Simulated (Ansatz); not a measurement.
The calculation used DFT PBE, scalar-relativistic, plane waves, PAW in Ansatz. Settings: cutoff 420 eV, Γ-centred meshes spaced at most about 0.3 Å⁻¹, and about 0.25 Å⁻¹ or finer for metals (2π included), Gaussian smearing. No spin polarisation in the final relaxations.

All energies are static (0 K, no zero-point motion). All come from trial cells, and lower structures may exist.

Problem. Which of these relaxed structures of Al2W2O is the lowest in energy?
A.

Space group P4/mmm (No. 123). a = 4.555 Å, b = 4.555 Å, c = 4.761 Å, α = 90.00°, β = 90.00°, γ = 90.00°
```csv
atom,site,symmetry,x,y,z
Al,1c,4/mmm,0.5000,0.5000,0.0000
Al,1d,4/mmm,0.5000,0.5000,0.5000
W,2f,mmm.,0.0000,0.5000,0.0000
O,1a,4/mmm,0.0000,0.0000,0.0000
```

B.

Space group P6/mmm (No. 191). a = 4.323 Å, b = 4.323 Å, c = 6.214 Å, α = 90.00°, β = 90.00°, γ = 120.00°
```
atom  site  symmetry       x       y       z
  Al    2c      -6m2  0.3333  0.6667  0.0000
   W    2e       6mm  0.0000  0.0000  0.6843
   O    1a     6/mmm  0.0000  0.0000  0.0000
```

Solution. A. It has space group P4/mmm (No. 123); the next, B, with space group P6/mmm (No. 191), lies 181 meV/atom higher. Counting Al or W atoms around O (for each partner element, those within 1.25 times its shortest distance or 1.15 times the sum of covalent radii, where it is the nearest in units of that sum or under 1.3), the lowest has O 4 and the next has O 2. Even the lowest lies +1.31 eV/atom against the elements.

Spin–orbit coupling, which can matter for W, is left out. A magnetic state wasn't ruled out in cells without spin, among them P4/mmm, P6/mmm. Cells relaxed within their symmetry can be saddle points. Some structure types and database cells were kept out of the candidates from the start, so a known form may be missing.
